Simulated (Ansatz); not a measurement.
Here is the system:

NaTl2MoF6:
```yaml
crystal:
  lattice:
    - [0.00000, 4.35515, 4.35515]
    - [4.35515, 0.00000, 4.35515]
    - [4.35515, 4.35515, 0.00000]
  atoms:
    - { symbol: Na, position: [0.50000, 0.50000, 0.50000] }
    - { symbol: Tl, position: [0.75000, 0.75000, 0.75000] }
    - { symbol: Tl, position: [0.25000, 0.25000, 0.25000] }
    - { symbol: Mo, position: [0.00000, 0.00000, 0.00000] }
    - { symbol: F, position: [0.76426, 0.23574, 0.76426] }
    - { symbol: F, position: [0.23574, 0.76426, 0.23574] }
    - { symbol: F, position: [0.76426, 0.23574, 0.23574] }
    - { symbol: F, position: [0.23574, 0.76426, 0.76426] }
    - { symbol: F, position: [0.76426, 0.76426, 0.23574] }
    - { symbol: F, position: [0.23574, 0.23574, 0.76426] }
```
The run is spin-polarised.

This is the HSE06-relaxed structure.

Q: All from HSE06 (plane waves, PAW; program Ansatz), unless another level is named. Predict the net moment.

A: 0.30 μB per atom.

Q: Next, the Bader charges?

A: Na +0.91, Tl +0.92, Mo +2.12, F -0.81 e.

Space group Fm-3m. The first step of the workflow began from a Materials Project structure, measured or hypothetical; the Crystallography Open Database files this formula in space group No. 225, but the cells were not matched. Its standing as an ambient phase is unchecked. The HSE06 relaxation kept the symmetry of its start; its stability against distortions is not shown here. The final state is ferromagnetic, chosen from 3 collinear starts compared on coarse meshes with r²SCAN (ties went to the first, and starts can fall back to one state), not a proven ground state. Other orbital occupations within this spin state were not tried. Scalar-relativistic: spin–orbit coupling is off unless named, which matters more the heavier the elements.

Potentials: the later of the program's two PAW sets.
